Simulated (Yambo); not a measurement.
Yambo run on SiO2 (space group Imma, No. 74). The wavefunctions are PBEsol (Quantum ESPRESSO, PseudoDojo norm-conserving, 84 Ry, scalar-relativistic) ones on a 2×2×2 mesh (32 occupied bands); a = b = c = 7.0305 Å, α = 136.18°, β = 94.40°, γ = 101.64°.

Yambo input:

```
rim_cut
HF_and_locXC
RandQpts= 1000000
RandGvec= 1 Ry
EXXRLvcs= 84 Ry
VXCRLvcs= 336 Ry
% QPkrange
 1 | 1 | 32 | 33 |
 2 | 2 | 32 | 33 |
 3 | 3 | 32 | 33 |
 4 | 4 | 32 | 33 |
 5 | 5 | 32 | 33 |
 6 | 6 | 32 | 33 |
%
```

k points by index: 1 = Γ, 2 = (0, 0, -0.5), 3 = (0, -0.5, 0), 4 = (0, -0.5, -0.5), 5 = (-0.5, -0.5, -0.5), 6 = (-0.5, 1, 0).

The o-*.hf file then holds:

```
#    K-point    Band    Eo [eV]    Ehf [eV]    Vxc [eV]    Vnlxc [eV]
#
    1    32    0.000000    -5.933501    -20.07672    -26.01022
    1    33    5.601211    9.240940    -7.986660    -4.346931
    2    32    -0.390517    -6.374545    -19.65338    -25.63741
    2    33    7.799987    11.56590    -8.439696    -4.673786
    3    32    -0.196824    -6.161262    -19.87698    -25.84142
    3    33    7.713592    12.35218    -10.71649    -6.077898
    4    32    -0.141141    -6.102144    -19.93866    -25.89966
    4    33    6.579797    10.66848    -9.363124    -5.274438
    5    32    -0.023361    -5.959376    -20.05406    -25.99007
    5    33    7.524937    11.90472    -10.11938    -5.739598
    6    32    -0.141141    -6.102133    -19.93866    -25.89965
    6    33    6.579797    10.66849    -9.363124    -5.274434
```
Exchange alone, without screening.

Geometry of the Materials Project entry, not relaxed at this level.

This is not the ordinary phase of the substance; no match was found in the copy of COD used, and its stability was not checked.
